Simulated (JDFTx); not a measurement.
TiAl3(101) slab cut from bulk TiAl3 (space group I4/mmm, indices of the conventional cell, lattice of the Materials Project entry mp-542915, not re-optimised): 9 atoms in 9 planes, a 1x1 cell of 17.92 Å² (|a| = 3.822, |b| = 5.062 Å), 7.0 Å between the outermost planes, Al outermost, slab composition Ti2Al7, cell height 23.0 Å, 6×6×1 k mesh, Fermi smearing 0.01 Ha, no spin polarisation. Whether this polymorph is the ambient one wasn't checked. Neither spin polarisation nor a larger cell was tried.

Level of theory: PBE, GBRV ultrasoft potentials, plane waves to 20/100 Ha; code: a modified build of JDFTx. Vacuum. The outer atoms relax from bulk positions, keeping the cell's symmetry; the lattice is not PBE's own optimum in this code, and that strain can shift the moves by a few hundredths of an ångström. Input:

```
lattice \
  7.2229300908 -3.6114650454 0.0000000000 \
  0.0000000000 8.8588574931 0.0000000000 \
  0.0000000000 0.0000000000 43.4637008664
coords-type Lattice
ion Al 0.0159832410 0.0319664810 -0.1517468240 1
ion Al 0.3075313640 0.6150627270 -0.1138101180 1
ion Al 0.8906276100 0.7812552200 -0.0379367060 0
ion Al 0.1821757330 0.3643514660 0.0000000000 0
ion Al 0.4737238560 0.9474477120 0.0379367060 0
ion Al 0.0568201020 0.1136402040 0.1138101180 1
ion Al 0.3483682250 0.6967364500 0.1517468240 1
ion Ti 0.5990794870 0.1981589740 -0.0758734120 0
ion Ti 0.7652719790 0.5305439580 0.0758734120 0
ion-species pseudo/al_pbe_v1.upf
ion-species pseudo/ti_pbe_v1.4.upf
elec-cutoff 20 100
elec-ex-corr gga-PBE
coulomb-interaction Slab 001
coulomb-truncation-embed 0 0 0
kpoint-folding 6 6 1
elec-smearing Fermi 0.01
lcao-params 10
elec-n-bands 36
electronic-scf nIterations 100 energyDiffThreshold 1e-07
ionic-minimize nIterations 10 energyDiffThreshold 1e-5 knormThreshold 4e-4
dump-name vac.$VAR
dump End State Ecomponents EigStats BandEigs Forces ElecDensity IonicPositions Fillings Kpoints Dtot
```

Problem. How far do the free atoms of the upper face move along the normal, and how much energy is released?

Solution. Al (atom 7) -0.07 Å, Al (atom 6) 0.07 Å (positive: outward). The free energy falls by 0.161 eV per cell, 72 mJ/m².
